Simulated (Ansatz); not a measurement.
Given:

CdF$_{2}$:
```
CELL_PARAMETERS angstrom
      0.00000     2.74074     2.74074
      2.74074     0.00000     2.74074
      2.74074     2.74074     0.00000
ATOMIC_POSITIONS crystal
  Cd 0.00000 0.00000 0.00000
  F  0.25000 0.25000 0.25000
  F  0.75000 0.75000 0.75000
```

This is the PBE-relaxed structure.

### Question
All from PBE in the plane-wave PAW code Ansatz, unless another level is named. Estimate the hole effective mass.

### Answer
2.1, 2.1, 7.4 mₑ (principal values).

### Question
Give the band gap.

### Answer
2.92 eV (indirect).

### Question
Next, the electron effective mass with spin–orbit coupling?

### Answer
0.38 mₑ (isotropic).

### Question
Predict the valence-band maximum.

### Answer
at W.

### Question
Next, the weight of the valence-edge state by species (Voronoi cells)?

### Answer
F 90 %, Cd 10 %.

Space group Fm-3m (fluorite). Symmetry was held in the PBE relaxation; phonons on a q-mesh show no instability. Spin–orbit coupling is left out wherever it is not named.

Potentials: the later of the program's two PAW sets.
